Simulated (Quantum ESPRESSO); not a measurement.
```cif
data_Ba2O2
_chemical_formula_sum 'O2 Ba2'
_space_group_name_H-M_alt 'P63/mmc'
_space_group_IT_number 194
_space_group_name_Hall '-P 6c 2c'
_cell_length_a 3.69981
_cell_length_b 3.69981
_cell_length_c 6.46621
_cell_angle_alpha 90.000
_cell_angle_beta 90.000
_cell_angle_gamma 120.000
loop_
_atom_site_label
_atom_site_type_symbol
_atom_site_symmetry_multiplicity
_atom_site_Wyckoff_symbol
_atom_site_fract_x
_atom_site_fract_y
_atom_site_fract_z
_atom_site_occupancy
O1 O 2 a 0.00000 0.00000 0.00000 1
Ba1 Ba 2 c 0.33333 0.66667 0.25000 1
```

Cell and atoms were relaxed with LDA from Materials Project entry mp-1008500, within its symmetry.

Question: What does LDA (pw.x of Quantum ESPRESSO, ONCV potentials, without SOC) give for the electronic structure near the Fermi level?

Answer: The LDA gap is indirect, 2.37 eV, from H to M; the smallest direct gap is 2.39 eV. 

This is not the ordinary phase of the substance; no match was found in the copy of COD used, and its stability was not checked.
